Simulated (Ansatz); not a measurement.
Geometry optimisation in Ansatz: input, command and trajectory.

```yaml
crystal:
  lattice:
    - [-1.8334336997, 1.8334336997, 3.0070197954]
    - [1.8334336997, -1.8334336997, 3.0070197954]
    - [1.8334336997, 1.8334336997, -3.0070197954]
  atoms:
    - { symbol: Cu, position: [0.593, 0.593, 0.0] }
    - { symbol: Cu, position: [0.407, 0.407, 0.0] }
    - { symbol: Rh, position: [0.0, 0.0, 0.0] }
basis:
  ecutwfc: 420
kpoints:
  mp_grid: { grid: [6, 6, 6] }
hamiltonian:
  xc: pbe
scf:
  occupations: { method: gaussian, width: 0.1 }
  lower_state_search: "off"
output:
  forces: true
  stress: true
  eigenvalues: true
relax:
  adjacent_minimum: "off"
  f_tol: 0.04
  max_steps: 70
  cell: { stress_tol: 0.4 }
```

```bash
ansatz run input.yaml --threads 1 --pin off --max-ram 2560MiB --backend cpu --events-out ev --progress --plain --runs-dir out
```

All numbers below come from DFT PBE, scalar-relativistic, plane waves, PAW (Ansatz).

Of 29 frames 10 are shown, positions in Å and forces in eV/Å; the SCF threshold varies from step to step. Steps run on the plane waves of an earlier cell, with a Pulay correction in the pressure. The basis is chosen afresh for the last frame, the zero of the energies, and at times for earlier ones too; energy and pressure step there, also at an unchanged geometry. Here that happened at steps 11 (-70 meV/atom, -11.3 GPa), 25 (-4 meV/atom, 0.6 GPa); the frames before carry an error of that size.

```xyz
3
Lattice="-1.8334 1.8334 3.0070 1.8334 -1.8334 3.0070 1.8334 1.8334 -3.0070" Properties=species:S:1:pos:R:3:forces:R:3 pbc="T T T" step=1 free_energy_over_end_meV_per_atom=15030.86 pressure_GPa=314.13
Cu    0.0000    0.0000    3.5663    0.0000    0.0000  213.3267
Cu    0.0000    0.0000    2.4477    0.0000    0.0000 -213.3267
Rh    0.0000    0.0000    0.0000    0.0000    0.0000    0.0000
3
Lattice="-1.8442 1.8442 3.3328 1.8442 -1.8442 3.3328 1.8442 1.8442 -3.3328" Properties=species:S:1:pos:R:3:forces:R:3 pbc="T T T" step=4 free_energy_over_end_meV_per_atom=1142.33 pressure_GPa=27.93
Cu    0.0000    0.0000    4.2416    0.0000    0.0000    9.9792
Cu    0.0000    0.0000    2.4239    0.0000    0.0000   -9.9792
Rh    0.0000    0.0000    0.0000    0.0000    0.0000    0.0000
3
Lattice="-1.7321 1.7321 3.7309 1.7321 -1.7321 3.7309 1.7321 1.7321 -3.7309" Properties=species:S:1:pos:R:3:forces:R:3 pbc="T T T" step=7 free_energy_over_end_meV_per_atom=326.40 pressure_GPa=0.01
Cu    0.0000    0.0000    4.8829    0.0000    0.0000    0.8277
Cu    0.0000    0.0000    2.5790    0.0000    0.0000   -0.8277
Rh    0.0000    0.0000    0.0000    0.0000    0.0000    0.0000
3
Lattice="-1.7020 1.7020 3.7631 1.7020 -1.7020 3.7631 1.7020 1.7020 -3.7631" Properties=species:S:1:pos:R:3:forces:R:3 pbc="T T T" step=10 free_energy_over_end_meV_per_atom=263.76 pressure_GPa=0.19
Cu    0.0000    0.0000    4.9921    0.0000    0.0000    0.0032
Cu    0.0000    0.0000    2.5341    0.0000    0.0000   -0.0032
Rh    0.0000    0.0000    0.0000    0.0000    0.0000    0.0000
3
Lattice="-1.5375 1.5375 3.9178 1.5375 -1.5375 3.9178 1.5375 1.5375 -3.9178" Properties=species:S:1:pos:R:3:forces:R:3 pbc="T T T" step=13 free_energy_over_end_meV_per_atom=47.56 pressure_GPa=8.21
Cu    0.0000    0.0000    5.2507    0.0000    0.0000    0.0458
Cu    0.0000    0.0000    2.5848    0.0000    0.0000   -0.0458
Rh    0.0000    0.0000    0.0000    0.0000    0.0000    0.0000
3
Lattice="-1.4961 1.4961 4.2711 1.4961 -1.4961 4.2711 1.4961 1.4961 -4.2711" Properties=species:S:1:pos:R:3:forces:R:3 pbc="T T T" step=17 free_energy_over_end_meV_per_atom=17.84 pressure_GPa=0.49
Cu    0.0000    0.0000    5.7487    0.0000    0.0000   -0.0213
Cu    0.0000    0.0000    2.7935    0.0000    0.0000    0.0213
Rh    0.0000    0.0000    0.0000    0.0000    0.0000    0.0000
3
Lattice="-1.4403 1.4403 4.6040 1.4403 -1.4403 4.6040 1.4403 1.4403 -4.6040" Properties=species:S:1:pos:R:3:forces:R:3 pbc="T T T" step=20 free_energy_over_end_meV_per_atom=12.43 pressure_GPa=0.09
Cu    0.0000    0.0000    6.1976    0.0000    0.0000    0.0118
Cu    0.0000    0.0000    3.0104    0.0000    0.0000   -0.0118
Rh    0.0000    0.0000    0.0000    0.0000    0.0000    0.0000
3
Lattice="-1.4004 1.4004 4.8701 1.4004 -1.4004 4.8701 1.4004 1.4004 -4.8701" Properties=species:S:1:pos:R:3:forces:R:3 pbc="T T T" step=23 free_energy_over_end_meV_per_atom=8.24 pressure_GPa=-0.45
Cu    0.0000    0.0000    6.5465    0.0000    0.0000    0.0298
Cu    0.0000    0.0000    3.1938    0.0000    0.0000   -0.0298
Rh    0.0000    0.0000    0.0000    0.0000    0.0000    0.0000
3
Lattice="-1.3846 1.3846 4.9753 1.3846 -1.3846 4.9753 1.3846 1.3846 -4.9753" Properties=species:S:1:pos:R:3:forces:R:3 pbc="T T T" step=26 free_energy_over_end_meV_per_atom=1.79 pressure_GPa=0.48
Cu    0.0000    0.0000    6.6877    0.0000    0.0000   -0.0044
Cu    0.0000    0.0000    3.2629    0.0000    0.0000    0.0044
Rh    0.0000    0.0000    0.0000    0.0000    0.0000    0.0000
3
Lattice="-1.3636 1.3636 5.1560 1.3636 -1.3636 5.1560 1.3636 1.3636 -5.1560" Properties=species:S:1:pos:R:3:forces:R:3 pbc="T T T" step=29 free_energy_over_end_meV_per_atom=0.00 pressure_GPa=-0.20
Cu    0.0000    0.0000    6.9278    0.0000    0.0000   -0.0390
Cu    0.0000    0.0000    3.3842    0.0000    0.0000    0.0390
Rh    0.0000    0.0000    0.0000    0.0000    0.0000    0.0000
```

The start puts this composition into another compound's structure type, which needn't suit it. At the end the space group is I4/mmm (tolerance 0.05 Å).

Time: 100 s on 1 thread of Intel(R) Xeon(R) Platinum 8259CL CPU @ 2.50GHz (Skylake/Cascade Lake), on a shared host, peak memory 0.42 GiB.

The k mesh is coarse.